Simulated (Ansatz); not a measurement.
Values for one crystal, relaxed and computed with plane-wave PAW PBE (Ansatz code); other levels are named.

```yaml
volume_per_atom: 13.35 Å³
electronic_character: metallic (no gap)
Gap with spin–orbit coupling: none (metallic)
Density of states at the Fermi level: 0.46 states/eV per atom (mean over ±0.08 eV)
Pressure derivative B′: 5.0
Formation energy from the elements (no fitted shifts): -0.17 eV/atom
Bulk modulus (Birch–Murnaghan fit): 193 GPa
```

### Question
Which of these materials gives this?
A. SiNi2, Pnma (Si on 4c, Ni on 4c, Ni on 4c)
B. HfN, rock salt
C. TaAs, I4_1md (Ta on 4a, As on 4a)
D. AlMo2C, P6_3/mmc (Al on 2d, Mo on 4f, C on 2a)

### Answer
D, AlMo2C, P6_3/mmc (Al on 2d, Mo on 4f, C on 2a)

The start of the workflow was typed in or built on a structure type; neither database checked (COD, Materials Project) lists it. Its standing as an ambient phase is unchecked. Symmetry was held in the PBE relaxation; whether a distortion lowers the energy is not shown. No spin polarisation was allowed. The references are the lowest solids computed at this level, not always the standard phases. Scalar-relativistic: spin–orbit coupling is off unless named, which matters more the heavier the elements.

Potentials: the earlier of the program's two PAW sets.
